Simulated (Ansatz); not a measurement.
Relaxation of a generated cell, Si2W placed in the Al2Cu structure type; 6 atoms in the cell, which starts as I4/mcm (No. 140), tI12; a = b = 6.7975 Å, c = 5.4695 Å, α = β = γ = 90.00°. These are PBE (plane waves to 420 eV, PAW, scalar-relativistic; Ansatz, a quantum-chemistry and plane-wave program) values and carry that method's errors. Γ-centred k-mesh 6×6×6 on the run's cell (coarser than for final values), Fermi–Dirac smearing 0.05 eV. This is the first round of the run. 

The optimiser's lines from the output (shortened; P is positive under compression):

```
relax step   1: F+E_penalty+E_count = -23311.05360007 eV  Δ(F+E_penalty+E_count) = +0.000e0 eV  max|allowed force component| = 2.220e-1 eV/Å  Δτ_max = 0.0000 Å  P = -26.045 GPa  Ω = 126.363 Å³  (8 SCF iters, dr2 threshold 1.00e-7 eV, accepted)
relax step   2: F+E_penalty+E_count = -23313.52332396 eV  Δ(F+E_penalty+E_count) = -2.470e0 eV  max|allowed force component| = 5.368e-1 eV/Å  Δτ_max = 0.0252 Å  P = -18.558 GPa  Ω = 109.817 Å³  (6 SCF iters, dr2 threshold 6.00e-7 eV, accepted)
relax step   3: F+E_penalty+E_count = -23314.97452591 eV  Δ(F+E_penalty+E_count) = -1.451e0 eV  max|allowed force component| = 3.779e-1 eV/Å  Δτ_max = 0.1012 Å  P = -5.992 GPa  Ω = 97.050 Å³  (6 SCF iters, dr2 threshold 6.00e-7 eV, accepted)
relax step   4: F+E_penalty+E_count = -23314.88618178 eV  Δ(F+E_penalty+E_count) = +8.834e-2 eV  max|allowed force component| = 1.120e0 eV/Å  Δτ_max = 0.1115 Å  P = +6.764 GPa  Ω = 90.484 Å³  (6 SCF iters, dr2 threshold 6.00e-7 eV, rejected (line search))
relax step   5: F+E_penalty+E_count = -23315.12022204 eV  Δ(F+E_penalty+E_count) = -1.457e-1 eV  max|allowed force component| = 1.386e-1 eV/Å  Δτ_max = 0.0314 Å  P = -1.107 GPa  Ω = 93.976 Å³  (8 SCF iters, accepted)
relax step   6: F+E_penalty+E_count = -23315.12722566 eV  Δ(F+E_penalty+E_count) = -7.004e-3 eV  max|allowed force component| = 1.547e-3 eV/Å  Δτ_max = 0.0132 Å  P = +0.092 GPa  Ω = 93.344 Å³  (6 SCF iters, dr2 threshold 6.00e-7 eV, accepted)
relax step   7: F+E_penalty+E_count = -23315.12722828 eV  Δ(F+E_penalty+E_count) = -2.622e-6 eV  max|allowed force component| = 3.609e-4 eV/Å  Δτ_max = 0.0001 Å  P = -0.029 GPa  Ω = 93.406 Å³  (6 SCF iters, dr2 threshold 2.38e-8 eV, accepted)
relax step   8: F+E_penalty+E_count = -23315.12723266 eV  Δ(F+E_penalty+E_count) = -4.378e-6 eV  max|allowed force component| = 1.007e-4 eV/Å  Δτ_max = 0.0001 Å  P = +0.001 GPa  Ω = 93.390 Å³  (7 SCF iters, dr2 threshold 3.64e-9 eV, accepted)
relax step   9: F+E_penalty+E_count = -23315.12371719 eV  Δ(F+E_penalty+E_count) = +3.515e-3 eV  max|allowed force component| = 3.204e-4 eV/Å  Δτ_max = 0.0000 Å  P = -0.001 GPa  Ω = 93.390 Å³  stress off target by 6.69e-3 GPa  SCF on the basis re-selected at this cell (its energy is not comparable with the rows above)  (6 SCF iters)
```

From the first to the last row the energy changes by -0.68 eV/atom and the volume by -26.1 %. The last row is marked as not comparable with the walk above it, whose basis was carried along; it does compare with step 1, since both stand on a basis selected at the nominal cutoff for their own cell.

Step 4 was rejected by the optimiser.

Later rounds, restarted from the end of this one on a renewed k-mesh, logged 4 more steps and released under 0.01 eV/atom more. The final structure after all rounds: I4/mcm (No. 140), tI12, AFLOW prototype A2B_tI12_140_h_a (C16, as in Al2Cu); a = b = 6.0036 Å, c = 5.1805 Å, α = β = γ = 90.00°. Between re-selections the logged energies stand on a plane-wave basis carried along with the cell. No spin polarisation in the result.

The run could not lose the symmetry of its start: the end is stationary, and may be a saddle point rather than a minimum.

The relaxed structure here is a generated cell of Si2W: the first start was made by placing the elements on the sites of a structure type, and the end was not matched to a known phase here, so it may be hypothetical. Known forms of Si2W include space group No. 139.
